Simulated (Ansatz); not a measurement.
Q: Each is relaxed and computed with r²SCAN (plane waves, PAW; program Ansatz). Which is the only metal?
A) Ta2O5, I4/mmm (Ta on 4e, O on 2a, O on 8f)
B) Ca2H6Os, Fm-3m (Ca on 8c, H on 24e, Os on 4a)
C) TiH2, I4/mmm (H on 4d, Ti on 2a)
D) Ba2Zn3As2O2, I4/mmm (Pearson symbol tI18)

A: C, TiH2, I4/mmm (H on 4d, Ti on 2a). TiH2: metal; Ba2Zn3As2O2: gap 0.65 eV (indirect); Ta2O5: gap 2.15 eV (direct); Ca2H6Os: gap 3.10 eV. Standing as an ambient phase not checked: TiH2, I4/mmm (H on 4d, Ti on 2a); Ba2Zn3As2O2, I4/mmm (Pearson symbol tI18); Ta2O5, I4/mmm (Ta on 4e, O on 2a, O on 8f); Ca2H6Os, Fm-3m (Ca on 8c, H on 24e, Os on 4a). Unstable at this level: Ta2O5, I4/mmm (Ta on 4e, O on 2a, O on 8f). All cells were relaxed under the symmetry of their starts (and spin orders); stability against distortions was not tested throughout. Rows with no word on spin ran without spin polarisation. Spin–orbit coupling is left out wherever it is not named.

Potentials: the later of the program's two PAW sets.
